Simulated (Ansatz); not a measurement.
Crystals of one structure type (CsCl type) and one family of elements, relaxed and computed with DFT-LDA in the program Ansatz with PAW potentials.

| crystal | V (Å³/atom) | B₀ by P(V) fit (GPa) |
|---|---|---|
| ScCu | 15.88 | 108 |
| ScAu | 18.32 | ? |
| ScAg | 18.61 | 102 |
| LaAg | 25.46 | 63.9 |

### Question
Fit a straight line to ln B₀ against ln V and predict the withheld value.

### Answer
Least squares on the 3 shown rows: ln B₀ = -1.17 × ln V + (7.969), with a scatter of 6 %. For ScAu this gives 96.2. The run itself gave 127, outside the scatter: the line misses something about this case.

Standing as an ambient phase not checked: ScCu, CsCl type; ScAu, CsCl type; ScAg, CsCl type; LaAg, CsCl type. All cells were relaxed under the symmetry of their starts (and spin orders); stability against distortions was not tested throughout. Rows with no word on spin ran without spin polarisation. Scalar-relativistic: spin–orbit coupling is off unless named, which matters more the heavier the elements.

Potentials: the later of the program's two PAW sets.
